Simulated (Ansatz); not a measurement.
**Magnetic orders of MoSe**

Computed with Ansatz 0.2.0, DFT PBEsol+U, scalar-relativistic, plane waves, PAW.

```
CELL_PARAMETERS angstrom
0.00000 2.57485 2.57485
2.57485 0.00000 2.57485
2.57485 2.57485 0.00000
ATOMIC_POSITIONS crystal
Mo 0.00000 0.00000 0.00000
Se 0.50000 0.50000 0.50000
```

- plane-wave cutoff: 420 eV
- Γ-centred k-mesh: 14×14×14
- occupation rule: Gaussian smearing, 0.05 eV
- U_eff on Löwdin-orthogonalised atomic d orbitals: Mo 2 eV
- list of starting moments (μB, in atom order): 3.5 0
- check for lower electronic states after the SCF: on

All runs keep this geometry, which isn't relaxed for the lowest state (largest force there 0.000 eV/Å, pressure 16.4 GPa) and needn't be a stable compound; relaxing each order would shift the differences by some 23 meV/atom, going by the pressures and a bulk modulus of about 150 GPa. A propagation vector, in units of the reciprocal vectors, doubles the cell, which takes an equally dense mesh. Site moments are spin moments in atom-centred spheres that scale with the neighbour distance. The states are those that the runs reached from these starts; a lower one can exist.

```tsv
start	ends	energy above lowest (meV/atom)	site moments (μB)	gap on mesh (eV)	P (GPa)
large parallel starting moments	ferromagnetic	37.2	Mo +2.01	metal	14.3
antiferromagnetic, doubled cell, propagation vector (0, 1/2, 1/2)	antiferromagnetic	0.00	Mo +2.12, Mo -2.12	metal	16.4
```

Cost: 2 runs of about 2 core-minutes in all, on Oxide Virtual Turin-like Processor (Zen 5) (shared hosts).